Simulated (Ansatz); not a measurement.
Property card for HfO2

HfO2:
```yaml
crystal:
  lattice:
    - [5.24721, 0.00000, 0.00000]
    - [0.00000, 5.03079, 0.00000]
    - [0.00000, 0.00000, 5.05975]
  atoms:
    - { symbol: Hf, position: [0.03245, 0.26701, 0.24110] }
    - { symbol: Hf, position: [0.96755, 0.73299, 0.74110] }
    - { symbol: Hf, position: [0.46755, 0.26701, 0.74110] }
    - { symbol: Hf, position: [0.53245, 0.73299, 0.24110] }
    - { symbol: O, position: [0.36707, 0.06999, 0.38075] }
    - { symbol: O, position: [0.63293, 0.93001, 0.88075] }
    - { symbol: O, position: [0.13293, 0.06999, 0.88075] }
    - { symbol: O, position: [0.86707, 0.93001, 0.38075] }
    - { symbol: O, position: [0.73212, 0.46114, 0.49115] }
    - { symbol: O, position: [0.26788, 0.53886, 0.99115] }
    - { symbol: O, position: [0.76788, 0.46114, 0.99115] }
    - { symbol: O, position: [0.23212, 0.53886, 0.49115] }
```

Space group Pca2_1 (No. 29); conventional cell a = 5.2472 Å, b = 5.0308 Å, c = 5.0598 Å, α = β = γ = 90.00°.

Method: r²SCAN (plane waves, PAW; program Ansatz). Structure relaxed to zero pressure with the same functional. Other levels are named where they apply.

**Cell and energy**

- Volume per atom: 11.13 Å³
- Density: 10.47 g/cm³
- Formation energy from the elements (no fitted shifts): -3.75 eV/atom

**Electronic structure**

* **Band gap**: 4.94 eV (indirect)
* **Valence-band maximum**: at Γ
* **Conduction-band minimum**: off the standard path, at k = (0.266, -0.500, 0.359) in fractions of the reciprocal vectors
* **Smallest direct gap on the standard path**: 5.17 eV
* **Electron effective mass**: 1.3, 1.9, 5.0 mₑ (principal values)
* **Hole effective mass**: 1.0, 2.0, 23 mₑ (principal values)
* **HSE06 gap on the r²SCAN cell**: 6.09 eV
* **Gap with spin–orbit coupling**: 4.89 eV

**Mechanics**

Elastic constants (relaxed ions, GPa): C11 = 390, C22 = 418, C33 = 411, C12 = 148, C13 = 112, C23 = 134, C44 = 97.3, C55 = 93.8, C66 = 137
Mechanical stability: stable (all eigenvalues of C positive)
Hill bulk and shear moduli: 223 and 119 GPa
Young's modulus: 302 GPa
Poisson's ratio: 0.27
Debye temperature from the elastic constants: 500 K
Piezoelectric stress constants (proper, relaxed ions, C/m²): e15 = -0.29, e24 = 0.63, e31 = -1.83, e32 = -1.46, e33 = -1.27

**Charges**

Bader charges: Hf +2.74, O -1.38 to -1.36 e

Symmetry was held in the r²SCAN relaxation. No spin polarisation was allowed. Signs of piezoelectric constants follow the polarity of the cell as given. The references are the lowest solids computed at this level, not always the standard phases (solids in place of the gases). Spin–orbit coupling is left out wherever it is not named.

Potentials: the earlier of the program's two PAW sets. The files were generated under PBE; for other functionals the program regenerates the frozen cores, and for LDA and PBEsol the local potential too.
